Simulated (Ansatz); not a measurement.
This run works on a proposed trial structure, not on a known crystal.

Input and command of a plane-wave DFT calculation in Ansatz:

```yaml
crystal:
  lattice:
    - [5.5401860046, 0.0, -0.0076079292]
    - [0.0, 4.0188408775, 0.0]
    - [-0.0467141278, 0.0, 7.3270899711]
  atoms:
    - { symbol: Zr, position: [0.8674267337, 0.5, 0.8333770797] }
    - { symbol: Zr, position: [0.1167785582, 0.0, 0.1726734322] }
    - { symbol: Zr, position: [0.3732253802, 0.0, 0.6822330815] }
    - { symbol: Zr, position: [0.6343401533, 0.5, 0.3089627894] }
    - { symbol: Ge, position: [0.1576159227, 0.5, 0.4516171444] }
    - { symbol: Ge, position: [0.8489651271, 0.0, 0.5503954533] }
    - { symbol: Ge, position: [0.3534968204, 0.5, 0.957941764] }
    - { symbol: Ir, position: [0.6481513044, 0.0, 0.0427992554] }
basis:
  ecutwfc: 420
kpoints:
  mp_grid: { grid: [6, 8, 4] }
hamiltonian:
  xc: pbe
scf:
  occupations: { method: gaussian, width: 0.1 }
output:
  forces: true
  stress: true
  eigenvalues: true
relax:
  adjacent_minimum: "off"
  f_tol: 0.01
  max_steps: 30
  cell: { stress_tol: 0.1, fix: [volume] }
```

```bash
ansatz run input.yaml --threads 1 --pin off --max-ram 2560MiB --backend cpu --events-out ev --progress --plain --runs-dir out
```

Processor: AMD EPYC 9R45 96-Core Processor (Zen 5), 1 thread, on a host shared with other jobs.

Question: How long does it run, and how much memory does it take?

Answer: About 2.1 min, peak memory 0.86 GiB. It solves 65 bands at 70 k points (after reduction by symmetry) with about 3197 plane waves, in 38 SCF iterations over 5 ionic steps.
